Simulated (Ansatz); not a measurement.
LiF:
```xyz
2
Lattice="0.0000 1.9951 1.9951 1.9951 0.0000 1.9951 1.9951 1.9951 0.0000" Properties=species:S:1:pos:R:3 pbc="T T T"
Li     0.0000     0.0000     0.0000
F      1.9951     1.9951     1.9951
```

Relaxed with r²SCAN. Plane-wave PAW r²SCAN (Ansatz code) gives a gap of 10.33 eV.

Question: What gap does HSE06 give on the same cell (Ansatz, PAW)?

Answer: 11.67 eV, 1.34 eV more. The hybrid was solved on a coarser mesh and at special points; its gap is the smallest among all of these.

```
k  v1 r²SCAN  c1 r²SCAN  v1 HSE06  c1 HSE06
-  ---------  ---------  --------  --------
Γ       0.00      10.33      0.00     11.67
X      -1.04      16.31         ?         ?
L      -0.25      12.01         ?         ?
W      -0.84      16.48         ?         ?
K      -0.77      15.85         ?         ?
```

Question: Top valence (v1) and lowest conduction level (c1) in eV from each method's valence maximum (which need not be a listed point): supply the withheld HSE06 values.

Answer: 
- W, v1 HSE06: -0.88
- W, c1 HSE06: 17.82
- X, v1 HSE06: -1.10
- X, c1 HSE06: 17.71
- K, v1 HSE06: -0.81
- K, c1 HSE06: 17.14
- L, v1 HSE06: -0.26
- L, c1 HSE06: 13.30

Cost on shared cores: the r²SCAN run (SCF on a 12×12×12 mesh, then bands and DOS) around 9 core-seconds (rough), the HSE06 run (SCF on 9×9×9, then a few points) roughly 70 core-seconds; the tasks are unlike.

Space group Fm-3m (rock salt). The r²SCAN relaxation kept the symmetry of its start; phonons on a q-mesh show no instability.

Potentials: the later of the program's two PAW sets.
